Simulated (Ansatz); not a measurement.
From the elastic tensor of ScGa₃ to moduli and sound speeds

Theory: Ansatz, DFT LDA, scalar-relativistic, plane waves, PAW. Cutoff 420 eV, 10×10×10 k-points (Γ-centred), Fermi-Dirac smearing of 0.15 eV. No spin polarisation.

The structure is cubic, space group Pm-3m (No. 221). The conventional cell has a = 3.999 Å, b = 3.999 Å, c = 3.999 Å, α = 90.00°, β = 90.00°, γ = 90.00°. Around Sc (site symmetry m-3m) lie 12 Ga at 2.83 Å. Ga (site symmetry 4/mmm) has 4 Sc at 2.83 Å and 8 Ga at 2.83 Å as nearest neighbours.

In a metal, frequencies and elastic constants depend on the k mesh and the smearing, soft modes and shear constants most.

Relaxed-ion constants (GPa, on the Cartesian axes of the calculation):
```
162.2  55.1  55.1   0.0   0.0   0.0
 55.1 162.2  55.1   0.0   0.0   0.0
 55.1  55.1 162.2   0.0   0.0   0.0
  0.0   0.0   0.0  45.3   0.0   0.0
  0.0   0.0   0.0   0.0  45.3   0.0
  0.0   0.0   0.0   0.0   0.0  45.3
```

Density 6.598 g/cm³; 4 atoms in 63.96 Å³.

The values that follow are for a polycrystal of randomly turned grains, by Hill's mean where one number stands.

With S = C⁻¹: B_V = (C11+C22+C33+2(C12+C13+C23))/9, G_V = (C11+C22+C33−C12−C13−C23+3(C44+C55+C66))/15, 1/B_R = S11+S22+S33+2(S12+S13+S23), 15/G_R = 4(S11+S22+S33−S12−S13−S23)+3(S44+S55+S66); Hill is their mean. Then v_l = √((B+4G/3)/ρ), v_t = √(G/ρ), v_m = [(2/v_t³+1/v_l³)/3]^(−1/3) and Θ = (ħ/k_B)·v_m·(6π²n/V)^(1/3) for n atoms in the volume V; E = 9BG/(3B+G), ν = (3B−2G)/(2(3B+G)) and A^U = 5G_V/G_R + B_V/B_R − 6.

- Bulk modulus, Voigt / Reuss / Hill: 90.8 / 90.8 / 90.8 GPa
- Shear modulus, Voigt / Reuss / Hill: 48.6 / 48.3 / 48.5 GPa
- Young's modulus: 123 GPa
- Poisson ratio: 0.273
- Pugh ratio B/G: 1.87 (over 1.75, the rule of thumb for ductile)
- Universal anisotropy index: 0.03
- Longitudinal and transverse sound speeds: 4853 and 2710 m/s
- Debye temperature from the mean sound speed: 357 K

Cost: 1 run of about 1.6 core-minutes, on Arm Neoverse V2 (shared hosts).